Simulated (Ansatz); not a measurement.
**Re: computed property card**

Re:
```
CELL_PARAMETERS angstrom
     -1.54812     1.54812     1.54812
      1.54812    -1.54812     1.54812
      1.54812     1.54812    -1.54812
ATOMIC_POSITIONS crystal
  Re 0.00000 0.00000 0.00000
```

Space group Im-3m (No. 229), bcc (W type); conventional cell a = b = c = 3.096 Å, α = β = γ = 90.00°.

Method: DFT-r²SCAN in the program Ansatz with PAW potentials. The cell and atoms are relaxed at this level. Other levels are named where they apply.

**Cell and energy**

```json
{
  "volume_per_atom": "14.84 Å³",
  "density": "20.83 g/cm³"
}
```

**Electronic structure**

```json
{
  "electronic_character": "metallic (no gap)",
  "Density of states at the Fermi level": "0.93 states/eV per atom (mean over ±0.08 eV)",
  "Gap with spin–orbit coupling": "none (metallic)"
}
```

**Mechanics**

```json
{
 "Bulk modulus (Birch–Murnaghan fit)": "377 GPa",
 "Pressure derivative B′": "4.4",
 "Elastic constants (relaxed ions, GPa)": "C11 = 402, C12 = 367, C44 = 192",
 "mechanical_stability": "stable (all eigenvalues of C positive)"
}
```

A made-up cell: these elements were put on the sites of a structure type; the Crystallography Open Database copy checked does not list it. It is not the phase usual at ambient conditions (space group No. 194). Symmetry was held in the r²SCAN relaxation; whether a distortion lowers the energy is not shown. No spin polarisation was allowed. As this level gives no gap, shear constants depend on the k-mesh and smearing (Fermi–Dirac, 0.1 eV here). Spin–orbit coupling is left out wherever it is not named.

Potentials: the later of the program's two PAW sets.
